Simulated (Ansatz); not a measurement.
ZnWO₄:
```
ZnWO4
1.0
    4.67442     0.00000     0.00000
    0.00000     5.72485     0.00000
   -0.04835     0.00000     4.91246
Zn W O
2 2 8
Direct
  0.50000   0.67954   0.75000
  0.50000   0.32046   0.25000
  0.00000   0.18299   0.75000
  0.00000   0.81701   0.25000
  0.78323   0.10599   0.06353
  0.21677   0.89401   0.93647
  0.21677   0.10599   0.43647
  0.78323   0.89401   0.56353
  0.74379   0.37600   0.59694
  0.25621   0.62400   0.40306
  0.25621   0.37600   0.90306
  0.74379   0.62400   0.09694
```

Relaxed with r²SCAN.

Task: Map the electron localisation function on the plane through (0.500, 0.680, 0.750) spanned by u = [1, 1, 0] and v = [-1, 1, 1] in lattice vectors, from r²SCAN in the plane-wave PAW code Ansatz.

Result: x is the fraction of u, y of v (the angle between them is 81°; rows are the nearest grid lines); atoms in the plane: Zn at (0.00, 0.00), W at (0.50, 0.00), O at (0.59, 0.35).
```
y \ x   0.000  0.0811  0.189  0.270  0.351  0.459  0.541  0.649  0.730  0.811  0.919   1.00
------  -----  ------  -----  -----  -----  -----  -----  -----  -----  -----  -----  -----
1.00    0.000   0.062  0.405  0.500  0.112  0.416  0.327  0.321  0.766  0.372  0.062  0.000
0.925   0.097   0.127  0.761  0.817  0.571  0.502  0.626  0.104  0.297  0.077  0.102  0.097
0.850   0.426   0.063  0.530  0.751  0.461  0.191  0.692  0.549  0.041  0.055  0.628  0.426
0.775   0.838   0.514  0.041  0.096  0.085  0.187  0.773  0.756  0.111  0.150  0.841  0.838
0.700   0.778   0.412  0.149  0.672  0.679  0.128  0.178  0.262  0.040  0.065  0.683  0.778
0.625   0.107   0.036  0.336  0.824  0.517  0.702  0.039  0.018  0.026  0.024  0.048  0.107
0.550   0.020   0.019  0.061  0.692  0.824  0.608  0.027  0.037  0.056  0.095  0.102  0.020
0.450   0.047   0.047  0.063  0.102  0.079  0.089  0.643  0.522  0.109  0.190  0.216  0.047
0.375   0.070   0.024  0.082  0.122  0.123  0.409  0.784  0.777  0.248  0.659  0.099  0.070
0.300   0.771   0.296  0.045  0.087  0.101  0.196  0.839  0.813  0.343  0.174  0.715  0.771
0.225   0.684   0.767  0.019  0.133  0.177  0.029  0.115  0.383  0.114  0.246  0.774  0.684
0.150   0.788   0.534  0.024  0.486  0.536  0.081  0.052  0.103  0.075  0.034  0.651  0.788
0.0750  0.088   0.119  0.025  0.086  0.181  0.692  0.625  0.579  0.728  0.219  0.130  0.088
0.000   0.000   0.062  0.405  0.500  0.112  0.416  0.327  0.321  0.766  0.372  0.062  0.000
```

The density is the valence pseudo-density with augmentation charge, so density and ELF within about 1 Å of a nucleus are not all-electron values.

Space group P2/c. The first step of the workflow began from a Materials Project structure, measured or hypothetical; the Crystallography Open Database files this formula in space group No. 13, but the cells were not matched. Whether it is the stable phase at ambient conditions was not checked. The cell was relaxed with r²SCAN under the symmetry of its start; whether a distortion lowers the energy is not shown. No spin polarisation was allowed. No Hubbard U is applied. Scalar-relativistic: spin–orbit coupling is off unless named, which matters more the heavier the elements.

Potentials: the later of the program's two PAW sets.
